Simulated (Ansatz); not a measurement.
MoPt₂:
```
CELL_PARAMETERS angstrom
     -1.66641     1.66641     4.11116
      1.66641    -1.66641     4.11116
      1.66641     1.66641    -4.11116
ATOMIC_POSITIONS crystal
  Mo 0.00000 0.00000 0.00000
  Pt 0.33379 0.33379 0.00000
  Pt 0.66621 0.66621 0.00000
```

Relaxed with PBEsol. Special points in fractions of this cell's reciprocal vectors: Γ (0.000, 0.000, 0.000); X (0.000, 0.000, 0.500); P (0.250, 0.250, 0.250); N (0.000, 0.500, 0.000); M (0.500, 0.500, -0.500); S (0.291, 0.709, -0.291); S0 (-0.291, 0.291, 0.291); R (-0.082, 0.082, 0.500); G (0.500, 0.500, -0.082).

List the band energies nearest the Fermi level at these points for PBEsol (plane waves, PAW; program Ansatz).

In eV from the Fermi level; about four levels below and three above (degenerate sets whole), none deeper than 8.9 eV; points with the same levels are listed once.

| k | below | above |
|---|---|---|
| Γ | -2.18 -1.26 -0.89 -0.89 | 0.43 1.20 4.39 |
| X | -1.81 -1.79 -1.66 -0.69 | 0.49 1.26 1.80 |
| P | -2.12 -2.12 -1.80 -1.66 | 0.69 1.26 3.83 3.83 |
| N | -1.68 -1.04 -0.64 -0.32 | 0.83 1.27 1.31 |
| M | -2.87 -2.56 -0.78 -0.71 | 1.56 1.56 1.63 |
| S | -1.57 -1.37 -1.13 -1.01 | 0.41 0.77 0.95 |
| R | -2.72 -1.60 -1.58 -0.12 | 0.54 1.67 1.79 |

Space group I4/mmm (MoSi2 or CaC2 type). A made-up cell: these elements were put on the sites of a structure type; neither database checked (COD, Materials Project) lists it. COD files the formula under space group No. 71. Its standing as an ambient phase is unchecked. Symmetry was held in the PBEsol relaxation; whether a distortion lowers the energy is not shown. The run is not spin-polarised. Scalar-relativistic: spin–orbit coupling is off unless named, which matters more the heavier the elements.

Potentials: the earlier of the program's two PAW sets. The files were generated under PBE; for other functionals the program regenerates the frozen cores, and for LDA and PBEsol the local potential too.
